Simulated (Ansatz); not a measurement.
This is a single-point calculation with Ansatz on an ordered 6-atom cell of YAl2N3 on the rocksalt lattice (I4/mmm); the level of theory is PBE0. The cell was relaxed beforehand with r2SCAN.

Input (YAML):
```yaml
crystal:
  lattice:
    - [-1.603089898, 1.603089898, 6.3585726239]
    - [1.603089898, -1.603089898, 6.3585726239]
    - [1.603089898, 1.603089898, -6.3585726239]
  atoms:
    - { symbol: "Y", position: [0.0, 0.0, 0.0] }
    - { symbol: "N", position: [0.8212268951, 0.8212268951, 0.0] }
    - { symbol: Al, position: [0.327374949, 0.327374949, 0.0] }
    - { symbol: "N", position: [0.1787731049, 0.1787731049, 0.0] }
    - { symbol: Al, position: [0.672625051, 0.672625051, 0.0] }
    - { symbol: "N", position: [0.5, 0.5, 0.0] }
kpoints:
  mp_grid: { grid: [6, 6, 6] }
  band_path:
    path:
      - [0.0, 0.0, 0.0]
      - [0.0, 0.0, 0.5]
      - [0.25, 0.25, 0.25]
      - [0.0, 0.5, 0.0]
      - [0.5, 0.5, -0.5]
      - [0.2658904608, 0.7341095392, -0.2658904608]
      - [-0.2658904608, 0.2658904608, 0.2658904608]
      - [-0.0317809216, 0.0317809216, 0.5]
      - [0.5, 0.5, -0.0317809216]
    npoints: 1
hamiltonian:
  xc: pbe0
scf:
  occupations: { method: fixed }
  n_extra_bands: 5
output:
  forces: true
  stress: true
  eigenvalues: true
```

It took 83 s on 1 × NVIDIA H100 80GB HBM3 with 2 threads of AMD EPYC 7R13 Processor (Zen 3), with other jobs on the host, load about 1.2 per core; peak host memory 4 GiB.

What the program printed (shortened):
```
scf.n_extra_bands = 5 over 16 filled bands (N_el = 32.0): the run solves 21 bands
Functional definition: PBE0
Crystal: 6 atoms, lattice volume = 65.364 Å³
Basis set: ecut = 420 eV, 1297 PW (Γ), FFT grids on a1+a3, a2+a3, a3
Symmetry: 16 space group operations
Space group: I4/mmm (ITA 139)
k-points: 30 of 216
[warm-up without exact exchange]
SCF iter   1: HF=-6081.865409 eV  Δρ=2.26e-3  dr2=3.86e-3
SCF iter   2: HF=-6081.866005 eV  Δρ=1.14e-3  dr2=7.38e-4
SCF iter   3: HF=-6081.865947 eV  Δρ=6.05e-4  dr2=1.73e-4
SCF iter   4: HF=-6081.865973 eV  Δρ=3.48e-4  dr2=6.85e-5
SCF 1 stopped early in 4 iterations: F = -6081.865937 eV  dr2 = 6.85e-5
[exact exchange on]
Exchange kernel: α = 0.2500, full range, Wigner–Seitz truncation, v(0) = 19034.9284 eV·Å³, q-mesh 6×6×6
SCF iter   1: HF=-6085.380214 eV  Δρ=7.10e-3  dr2=3.40e-2
SCF iter   2: HF=-6085.368259 eV  Δρ=4.09e-3  dr2=7.41e-3
SCF iter   3: HF=-6085.385919 eV  Δρ=2.12e-3  dr2=3.08e-3
SCF iter   4: HF=-6085.384822 eV  Δρ=4.57e-4  dr2=2.06e-4
SCF iter   5: HF=-6085.385481 eV  Δρ=5.05e-4  dr2=2.05e-4
SCF iter   6: HF=-6085.385424 eV  Δρ=1.40e-4  dr2=1.70e-5
SCF iter   7: HF=-6085.385419 eV  Δρ=4.17e-5  dr2=3.09e-6
SCF 2 stopped early in 7 iterations: F = -6085.385418 eV  dr2 = 3.09e-6
hybrid outer 1: dexx = +2.263e-2 eV, tail = 2.72e-5 eV
SCF iter   1: HF=-6085.385452 eV  Δρ=5.93e-5  dr2=1.33e-6
SCF iter   2: HF=-6085.385452 eV  Δρ=2.64e-5  dr2=2.11e-7
SCF iter   3: HF=-6085.385452 eV  Δρ=7.92e-6  dr2=5.00e-8
SCF iter   4: HF=-6085.385452 eV  Δρ=1.28e-6  dr2=2.45e-9
SCF iter   5: HF=-6085.385452 eV  Δρ=1.43e-6  dr2=7.65e-10
SCF 3 converged in 5 iterations: F = -6085.385452 eV  dr2 = 7.65e-10
hybrid outer 2: dexx = +8.183e-7 eV, tail = 1.06e-8 eV, Δε = 1.95e-3 eV, ΔF = 2.23e-3 eV/Å
NSCF: frozen V_eff on 9 k-points, pencils in batches of 32, up to order 96
hybrid SCF converged: 2 outer / 12 inner (+4 warm-up)
Free energy (F): -6085.385453 eV
Fermi energy:    9.926247 eV
--- Forces (eV/Å), atoms counted from 1 ---
  atom   1  Y       0.00000      0.00000      0.00000
  atom   2  N       0.00000      0.00000      0.07808
  atom   3  Al      0.00000      0.00000    -0.05018
  atom   4  N       0.00000      0.00000    -0.07808
  atom   5  Al      0.00000      0.00000      0.05018
  atom   6  N       0.00000      0.00000      0.00000
--- Stress (GPa, compression-positive) ---
       -1.746747       0.000000       0.000000
        0.000000      -1.746747       0.000000
        0.000000       0.000000      -2.241521
  P = ⅓ Tr σ = -1.9117 GPa (-19.117 kbar)
--- Band table (eV; the first three rows and the last of 30) ---
  k-point 0: bands = […, 7.0104, 8.8729, 8.9261, 8.9261, 9.9262, 9.9262, 12.6376, 13.7731, 17.1423, 17.1544, …]
  k-point 1: bands = […, 7.0702, 7.6133, 7.7650, 7.9049, 9.0155, 9.4253, 15.2263, 15.9152, 16.3494, 17.8556, …]
  k-point 2: bands = […, 6.1238, 6.8709, 7.3928, 7.4637, 8.8875, 9.2156, 14.6039, 15.2902, 15.9989, 19.0866, …]
  k-point 29: bands = […, 7.1492, 7.1492, 8.9601, 8.9601, 9.5578, 9.5578, 12.5733, 15.1375, 16.2019, 17.9893, …]
```

The rows of the band table are 0: (0, 0, 0) = Γ, 1: (0, 0, 1/6), 2: (0, 0, 1/3), 29: (-1/2, -1/2, -1/2) = M.

bands.tsv, columns around the gap (it counts bands from 0):
```tsv
# k_distance	band_11	band_12	band_13	band_14	band_15	band_16	band_17	band_18	band_19
# fermi_ev = 9.926247
# [0, 0, 0] at k_distance = 0.000000
# [0, 0, 0.5] at k_distance = 1.385725
# [0.25, 0.25, 0.25] at k_distance = 1.632761
# [0, 0.5, 0] at k_distance = 2.612616
# [0.5, 0.5, -0.5] at k_distance = 3.623133
# [0.2658904608, 0.7341095392, -0.2658904608] at k_distance = 4.540707
# [-0.2658904608, 0.2658904608, 0.2658904608] at k_distance = 5.050239
# [-0.0317809216, 0.0317809216, 0.5] at k_distance = 5.967813
# [0.5, 0.5, -0.0317809216] at k_distance = 6.477345
# levels_relative_to = fermi_ev
0.000	-1.053	-1.000	-1.000	0.000	0.000	2.711	3.847	7.216	7.228
1.386	-3.714	-3.469	-2.245	-0.950	-0.551	4.008	4.894	5.670	7.513
1.633	-3.646	-3.212	-2.552	-0.780	-0.780	4.779	4.779	5.121	7.178
2.613	-3.299	-1.752	-1.646	-1.438	-1.236	6.040	7.187	7.973	8.653
3.623	-2.777	-0.966	-0.966	-0.368	-0.368	2.647	5.211	6.276	8.063
4.541	-3.279	-2.512	-1.356	-1.330	-1.101	6.263	6.350	8.573	8.697
5.050	-3.279	-2.512	-1.356	-1.330	-1.101	6.263	6.350	8.573	8.697
5.968	-3.821	-3.234	-2.287	-0.961	-0.655	4.114	4.971	5.686	7.527
6.477	-3.821	-3.234	-2.287	-0.961	-0.655	4.114	4.971	5.686	7.527
```
In order the rows are Γ, X, P, N, M, S, S₀, R, G.

PBE0 gives an indirect gap of 2.65 eV, from Γ to M; the least direct gap is 2.71 eV at Γ. Edges are sought over the mesh and the listed points. The mean pressure at these positions is -1.9 GPa, compression counted positive. The stress of a hybrid is loosely converged here. The largest force is 0.08 eV/Å.

Simulation only: spin-unpolarised, and no claim that this is the phase found in nature.

The runs are scalar-relativistic, without spin-orbit coupling.
